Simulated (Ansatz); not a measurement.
Input:

Zr3Sn (A15 (Cr3Si type), Pm-3n), a = b = c = 5.6355 Å, α = β = γ = 90.00°.

This is the r²SCAN-relaxed structure.

Q: All from DFT-r²SCAN in the program Ansatz with PAW potentials, unless another level is named. Estimate the density of states at the Fermi level.

A: 1.4 states/eV per atom (mean over ±0.08 eV).

Q: What about the formation energy from the elements (no fitted shifts)?

A: -0.40 eV/atom.

Q: Give the gap with spin–orbit coupling.

A: none (metallic).

The workflow started from an entry of the Crystallography Open Database (COD). Its standing as an ambient phase is unchecked. The r²SCAN relaxation kept the symmetry of its start; its stability against distortions is not shown here. No spin polarisation was allowed. The references are the lowest solids computed at this level, not always the standard phases. Spin–orbit coupling is left out wherever it is not named.

Potentials: the later of the program's two PAW sets.
